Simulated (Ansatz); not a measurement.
Here is the system:

LuBPd3:
```yaml
crystal:
  lattice:
    - [4.18765, 0.00000, 0.00000]
    - [0.00000, 4.18765, 0.00000]
    - [0.00000, 0.00000, 4.18765]
  atoms:
    - { symbol: Pd, position: [0.00000, 0.50000, 0.50000] }
    - { symbol: Pd, position: [0.50000, 0.00000, 0.50000] }
    - { symbol: Pd, position: [0.50000, 0.50000, 0.00000] }
    - { symbol: Lu, position: [0.00000, 0.00000, 0.00000] }
    - { symbol: B, position: [0.50000, 0.50000, 0.50000] }
```

This is the LDA-relaxed structure.

Q: All from LDA (plane waves, PAW; program Ansatz), unless another level is named. Give the highest zone-centre frequency.

A: 514 cm⁻¹.

Q: And the bulk modulus (Birch–Murnaghan fit)?

A: 181 GPa.

Q: Next, the elastic constants (relaxed ions, GPa)?

A: C11 = 287, C12 = 128, C44 = 4.0.

Space group Pm-3m (cubic perovskite). The workflow started from an entry of the Crystallography Open Database (COD). Whether it is the stable phase at ambient conditions was not checked. Symmetry was held in the LDA relaxation; of distortions, only those at the zone centre were tested. The run is not spin-polarised. As this level gives no gap, shear constants depend on the k-mesh and smearing (Fermi–Dirac, 0.1 eV here). As this level gives no gap, phonon frequencies hold no LO–TO term and depend on the k-mesh and smearing (Fermi–Dirac, 0.1 eV here). Scalar-relativistic: spin–orbit coupling is off unless named, which matters more the heavier the elements.

Potentials: the later of the program's two PAW sets.
